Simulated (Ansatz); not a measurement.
Relaxation of a generated trial cell of SnSe in the 4H structure type; 8 atoms in the cell, which starts as P6₃mc (No. 186), hP8; a = 4.5446 Å, b = 4.5446 Å, c = 14.8778 Å, α = 90.00°, β = 90.00°, γ = 120.00°. The numbers are results of r2SCAN (plane waves to 500 eV, PAW, scalar-relativistic; Ansatz, a first-principles code), not measurements. Γ-centred k-mesh 6×6×2 on the run's cell (coarser than for final values), Fermi–Dirac smearing 0.05 eV. This is the first round of the run. 

The optimiser's lines from the output (shortened; P is positive under compression):

```
relax step   1: F+E_penalty+E_count = -46067.99700625 eV  Δ(F+E_penalty+E_count) = +0.000e0 eV  max|allowed force component| = 1.442e-1 eV/Å  Δτ_max = 0.0000 Å  P = +5.464 GPa  Ω = 266.106 Å³  (9 SCF iters, dr2 threshold 1.00e-7 eV, accepted)
relax step   2: F+E_penalty+E_count = -46068.55339935 eV  Δ(F+E_penalty+E_count) = -5.564e-1 eV  max|allowed force component| = 1.907e-2 eV/Å  Δτ_max = 0.0263 Å  P = -0.338 GPa  Ω = 304.625 Å³  (8 SCF iters, dr2 threshold 8.00e-7 eV, accepted)
relax step   3: F+E_penalty+E_count = -46068.58081489 eV  Δ(F+E_penalty+E_count) = -2.742e-2 eV  max|allowed force component| = 1.846e-2 eV/Å  Δτ_max = 0.0200 Å  P = -0.130 GPa  Ω = 302.279 Å³  (6 SCF iters, dr2 threshold 8.00e-7 eV, accepted)
relax step   4: F+E_penalty+E_count = -46068.64475377 eV  Δ(F+E_penalty+E_count) = -6.394e-2 eV  max|allowed force component| = 2.875e-2 eV/Å  Δτ_max = 0.0317 Å  P = -0.202 GPa  Ω = 301.426 Å³  (6 SCF iters, dr2 threshold 8.00e-7 eV, accepted)
relax step   5: F+E_penalty+E_count = -46068.86330116 eV  Δ(F+E_penalty+E_count) = -2.185e-1 eV  max|allowed force component| = 6.094e-2 eV/Å  Δτ_max = 0.0603 Å  P = -0.362 GPa  Ω = 297.634 Å³  (7 SCF iters, dr2 threshold 8.00e-7 eV, accepted)
relax step   6: F+E_penalty+E_count = -46069.13300400 eV  Δ(F+E_penalty+E_count) = -2.697e-1 eV  max|allowed force component| = 2.162e-1 eV/Å  Δτ_max = 0.0528 Å  P = -0.319 GPa  Ω = 291.145 Å³  (7 SCF iters, dr2 threshold 8.00e-7 eV, accepted)
relax step   7: F+E_penalty+E_count = -46069.41308464 eV  Δ(F+E_penalty+E_count) = -2.801e-1 eV  max|allowed force component| = 1.056e-1 eV/Å  Δτ_max = 0.1053 Å  P = -1.054 GPa  Ω = 286.045 Å³  (8 SCF iters, dr2 threshold 8.00e-7 eV, accepted)
relax step   8: F+E_penalty+E_count = -46069.52981262 eV  Δ(F+E_penalty+E_count) = -1.167e-1 eV  max|allowed force component| = 2.328e-1 eV/Å  Δτ_max = 0.0901 Å  P = -0.071 GPa  Ω = 272.401 Å³  (7 SCF iters, dr2 threshold 8.00e-7 eV, accepted)
relax step   9: F+E_penalty+E_count = -46069.54739636 eV  Δ(F+E_penalty+E_count) = -1.758e-2 eV  max|allowed force component| = 8.457e-2 eV/Å  Δτ_max = 0.0428 Å  P = -0.292 GPa  Ω = 272.468 Å³  (6 SCF iters, dr2 threshold 8.00e-7 eV, accepted)
relax step  10: F+E_penalty+E_count = -46069.55492061 eV  Δ(F+E_penalty+E_count) = -7.524e-3 eV  max|allowed force component| = 4.249e-2 eV/Å  Δτ_max = 0.0601 Å  P = +0.022 GPa  Ω = 267.924 Å³  (7 SCF iters, dr2 threshold 4.51e-7 eV, accepted)
relax step  11: F+E_penalty+E_count = -46069.55615152 eV  Δ(F+E_penalty+E_count) = -1.231e-3 eV  max|allowed force component| = 6.221e-3 eV/Å  Δτ_max = 0.0180 Å  P = +0.009 GPa  Ω = 268.470 Å³  (6 SCF iters, dr2 threshold 1.13e-7 eV, accepted)
relax step  12: F+E_penalty+E_count = -46069.55746967 eV  Δ(F+E_penalty+E_count) = -1.318e-3 eV  max|allowed force component| = 6.227e-3 eV/Å  Δτ_max = 0.0000 Å  P = +0.012 GPa  Ω = 268.470 Å³  stress off target by 1.80e-2 GPa  SCF on the basis re-selected at this cell (its energy is not comparable with the rows above)  (9 SCF iters)
```

From the first to the last row the energy changes by -0.20 eV/atom and the volume by +0.9 %. The last row is marked as not comparable with the walk above it, whose basis was carried along; it does compare with step 1, since both stand on a basis selected at the nominal cutoff for their own cell.

Later rounds, restarted from the end of this one on a renewed k-mesh, logged 6 more steps and released under 0.01 eV/atom more. The final structure after all rounds: P6₃mc (No. 186), hP8; a = b = 5.0855 Å, c = 11.9248 Å, α = β = 90.00°, γ = 120.00°. Between re-selections the logged energies stand on a plane-wave basis carried along with the cell. No spin polarisation in the result.

The run could not lose the symmetry of its start, so the end can be a saddle point.

The relaxed structure here is a generated cell of SnSe: the first start was made by placing the elements on the sites of a structure type, and the end was not matched to a known phase here, so it may be hypothetical. Known forms of SnSe include space group No. 62.
